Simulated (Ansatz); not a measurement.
Starting cell, PbTe (rock salt):

```
CELL_PARAMETERS angstrom
      0.00000     3.28451     3.28451
      3.28451     0.00000     3.28451
      3.28451     3.28451     0.00000
ATOMIC_POSITIONS crystal
  Te 0.00000 0.00000 0.00000
  Pb 0.50000 0.50000 0.50000
```

In each cell atom 2 (Pb, nearest neighbour Te at 3.285 Å; its periodic images, 4.6 Å or more away, move with it) moves by s·(-1.000, 0.000, 0.000) (towards the nearest neighbour), the rest being held.

Level of theory: PBE (plane waves to 420 eV, PAW, scalar-relativistic; Ansatz, a program for electronic structure). k mesh 7×7×7 (Γ-centred), Fermi-Dirac smearing 0.05 eV. The energy includes the smearing's −TS. PbTe was relaxed with its symmetry unable to fall. Spin-orbit coupling is left out, though Pb and Te are heavy. The zero of ΔE is the undisplaced structure.

| s (Å) | ΔE (meV/cell) |
|---|---|
| -0.660 | 542 |
| -0.528 | 240 |
| -0.396 | withheld |
| -0.264 | 20 |
| -0.132 | 2 |
| 0.000 | 0 |
| 0.132 | 2 |
| 0.264 | 20 |
| 0.396 | withheld |
| 0.528 | 240 |
| 0.660 | 542 |

Task: Fit an even polynomial form (powers 2, 4, 6) to the given rows and predict ΔE at s = 0.396.

Result: Least squares on the 9 given rows: ΔE = (77.48)·s² + (3044)·s⁴ + (-839.6)·s⁶, in meV/cell with s in Å; root-mean-square residual 0.1 meV/cell. At 0.396 the fit gives 84 meV/cell; the calculation gives 85 meV/cell, so the interpolation is off by -1 (-1.2 %). The quadratic term alone would give 12 meV/cell.

(For displaced atoms, the force is minus the slope of the energy, and its curvature is a force constant, which sets phonon frequencies.)
